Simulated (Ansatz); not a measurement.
This run works on a generated trial structure, not on a known crystal.

Input and command of a plane-wave DFT calculation in Ansatz:

```yaml
crystal:
  lattice:
    - [6.6628021283, 0.0, 0.0]
    - [-3.3314010641, 5.7701559035, 0.0]
    - [0.0, 0.0, 5.0531561718]
  atoms:
    - { symbol: Ga, position: [0.0, 0.0, 0.0] }
    - { symbol: Sb, position: [0.5845459771, 0.0, 0.0] }
    - { symbol: Sb, position: [0.0, 0.5845459771, 0.0] }
    - { symbol: Sb, position: [0.4154540229, 0.4154540229, 0.0] }
    - { symbol: Bi, position: [0.3333333333, 0.6666666667, 0.5] }
    - { symbol: Bi, position: [0.6666666667, 0.3333333333, 0.5] }
    - { symbol: S, position: [0.0, 0.0, 0.5] }
basis:
  ecutwfc: 420
kpoints:
  mp_grid: { grid: [6, 6, 6] }
hamiltonian:
  xc: pbe
scf:
  occupations: { method: gaussian, width: 0.1 }
output:
  forces: true
  stress: true
  eigenvalues: true
relax:
  adjacent_minimum: "off"
  f_tol: 0.01
  max_steps: 80
  cell: { stress_tol: 0.05 }
```

```bash
ansatz run input.yaml --threads 1 --pin off --max-ram 2560MiB --backend cpu --events-out ev --progress --plain --runs-dir out
```

Processor: Arm Neoverse V1, 1 thread, on a host shared with other jobs.

Problem. How long does it run, and how much memory does it take?

Solution. About 5.2 min, peak memory 0.57 GiB. It solves 57 bands at 28 k points (after reduction by symmetry) with about 3725 plane waves (on the last cell), in 64 SCF iterations over 10 ionic steps.
